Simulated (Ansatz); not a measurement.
## CdPd: computed DOS

```yaml
crystal:
  lattice:
    - [3.02760, 0.00000, 0.00000]
    - [0.00000, 3.02760, 0.00000]
    - [0.00000, 0.00000, 3.63100]
  atoms:
    - { symbol: Cd, position: [0.00000, 0.00000, 0.00000] }
    - { symbol: Pd, position: [0.50000, 0.50000, 0.50000] }
```

The cell is COD entry 1524979, as deposited and not checked against the literature; nothing was relaxed.

Spin polarisation is left out, and whether a magnetic state lies lower isn't shown here.

All numbers below come from DFT, PBEsol, all-electron LAPW, scalar-relativistic (Ansatz 0.2.0).

Settings: a Γ-centred 11×11×9 k mesh, Fermi–Dirac smearing of 0.05 eV, basis error target 0.5 meV/atom, no spin polarisation.

States per eV and cell, averaged over 0.6 eV, from -9.4 to 6.0 eV, with energies (bin centres) from the Fermi level; empty bins are left out. The partial columns, the largest 3 alone, are projections on Löwdin-orthogonalised atomic shells (those that the program's projection atoms carry: the occupied ones and, for some elements, an empty d or f shell; other empty shells have no column), summed over atoms of an element. Weights on diffuse s and p shells depend on that basis and aren't pure angular character.

```
E (eV)  total  Cd 4d  Pd 4d  Cd 5s
  -9.2   3.14   2.99   0.09   0.04
  -8.6  10.15   9.69   0.27   0.15
  -8.0   3.46   3.29   0.05   0.11
  -7.4   0.27   0.10   0.01   0.16
  -6.8   0.27   0.02   0.02   0.21
  -6.2   0.36   0.02   0.05   0.27
  -5.6   0.57   0.03   0.14   0.35
  -5.0   0.83   0.05   0.38   0.34
  -4.4   1.08   0.07   0.70   0.23
  -3.8   1.59   0.04   1.37   0.03
  -3.2   4.26   0.12   3.87   0.05
  -2.6   3.26   0.08   2.98   0.07
  -2.0   4.82   0.11   4.49   0.13
  -1.4   1.57   0.03   1.25   0.14
  -0.8   0.60   0.01   0.28   0.11
  -0.2   0.49   0.01   0.13   0.08
   0.4   0.68   0.01   0.16   0.06
   1.0   0.67   0.00   0.11   0.05
   1.6   0.56   0.00   0.06   0.04
   2.2   0.48   0.00   0.04   0.04
   2.8   0.41   0.00   0.02   0.03
   3.4   0.43   0.00   0.03   0.08
   4.0   0.59   0.00   0.04   0.12
   4.6   0.69   0.00   0.03   0.11
   5.2   0.80   0.00   0.02   0.10
   5.8   0.80   0.00   0.02   0.06
```

**Question.** Which of the resolved shells contributes most within 0.3 eV of the Fermi level?

**Answer.** Pd 4d, with 25 % of all states there; Cd 5s follows with 14 %.

**Question.** Where is the centre of the filled Cd 4d states between -14 eV and the top of the filled states?

**Answer.** -8.40 eV from the Fermi level.
